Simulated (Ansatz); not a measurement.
## Relaxing a structure of AlRu

The start is a relaxed AlRu cell, doubled along one cell vector, shaken by Gaussian noise of σ = 0.08 Å a coordinate. The cell and all atomic positions are relaxed at zero pressure with PBEsol (plane waves to 420 eV, PAW, scalar-relativistic; Ansatz, a first-principles code). The first steps use a coarse 11×11×6 k-mesh.

The start:
```yaml
crystal:
  lattice:
    - [2.97640, 0.00000, 0.00000]
    - [0.00000, 2.97640, 0.00000]
    - [0.00000, 0.00000, 5.95281]
  atoms:
    - { symbol: Ru, position: [0.97927, 0.00125, 0.98013] }
    - { symbol: Ru, position: [0.95267, 0.93573, 0.51900] }
    - { symbol: Al, position: [0.49946, 0.49717, 0.26137] }
    - { symbol: Al, position: [0.50200, 0.53519, 0.74363] }
```

**Question.** What pressure does the first self-consistent step give?

**Answer.** +7.0 GPa (positive: the cell is compressed).

**Question.** Which atoms feel the largest initial force, and how large is it?

**Answer.** 4.20 eV/Å, on Ru2 (atoms numbered as listed).

**Question.** Is the parent structure recovered?

**Answer.** It returns to the parent structure, Pm-3m (No. 221).

**Question.** How do the shortest distances between atoms change?

**Answer.** The closest pairs of elements (up to four, under 3.6 Å), start → end: Al–Ru 2.24 → 2.58 Å; Ru–Ru 2.75 → 2.98 Å; Al–Al 2.87 → 2.98 Å.

**Question.** What band gap does the relaxed structure have at this level?

**Answer.** Zero (metallic).

Relaxed structure:

```cif
data_AlRu
_chemical_formula_sum 'Ru1 Al1'
_space_group_name_H-M_alt 'Pm-3m'
_space_group_IT_number 221
_space_group_name_Hall '-P 4 2 3'
_cell_length_a 2.97628
_cell_length_b 2.97628
_cell_length_c 2.97628
_cell_angle_alpha 90.000
_cell_angle_beta 90.000
_cell_angle_gamma 90.000
loop_
_atom_site_label
_atom_site_type_symbol
_atom_site_symmetry_multiplicity
_atom_site_Wyckoff_symbol
_atom_site_fract_x
_atom_site_fract_y
_atom_site_fract_z
_atom_site_occupancy
Ru1 Ru 1 a 0.00000 0.00000 0.00000 1
Al1 Al 1 b 0.50000 0.50000 0.50000 1
```

Final values are on a 16×16×16 k-mesh of the relaxed cell. No spin polarisation in the result.
